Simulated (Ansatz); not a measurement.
A relaxed structure of KF is spoiled in several ways and relaxed again each time (noise and exchanges are one random draw each; pressure is positive under compression). Level of theory: PBEsol (plane waves to 420 eV, PAW, scalar-relativistic; Ansatz, a program for electronic structure).

```cif
data_F4K4
_chemical_formula_sum 'F4 K4'
_space_group_name_H-M_alt 'Fm-3m'
_space_group_IT_number 225
_space_group_name_Hall '-F 4 2 3'
_cell_length_a 5.30614
_cell_length_b 5.30614
_cell_length_c 5.30614
_cell_angle_alpha 90.000
_cell_angle_beta 90.000
_cell_angle_gamma 90.000
loop_
_atom_site_label
_atom_site_type_symbol
_atom_site_symmetry_multiplicity
_atom_site_Wyckoff_symbol
_atom_site_fract_x
_atom_site_fract_y
_atom_site_fract_z
_atom_site_occupancy
F1 F 4 a 0.00000 0.00000 0.00000 1
K1 K 4 b 0.50000 0.50000 0.50000 1
```
(The calculation used a cell of 2 atoms; values per cell refer to that cell.)

| change | first pressure (GPa) | first V (Å³/atom) | released (eV/atom) | moves | outcome | final group | E − E(parent) (eV/atom) |
|---|---|---|---|---|---|---|---|
| with every coordinate shifted by Gaussian noise of σ = 0.3 Å | 5.5 | 18.67 | 0.16 | 4 | returns to the parent | Fm-3m | 0.000 |
| with every coordinate shifted by Gaussian noise of σ = 0.3 Å | 2.5 | 18.67 | 0.068 | 4 | returns to the parent | Fm-3m | 0.000 |
| deformed by the Cartesian strain tensor (xx, yy, zz, yz, xz, xy) = (0.021, 0.072, 0.113, -0.066, 0.005, 0.049) | -3.8 | 22.62 | 0.084 | 9 | returns to the parent | Fm-3m | 0.000 |
| doubled along one cell vector, shaken by Gaussian noise of σ = 0.08 Å a coordinate | 0.9 | 18.67 | 0.028 | 3 | returns to the parent | Fm-3m | 0.000 |

First-step values come from each run's starting, coarser k-mesh (8×8×8, 8×7×7, 8×4×8). The runs use different k-meshes, so differences are rounded accordingly. No spin polarisation in the result.
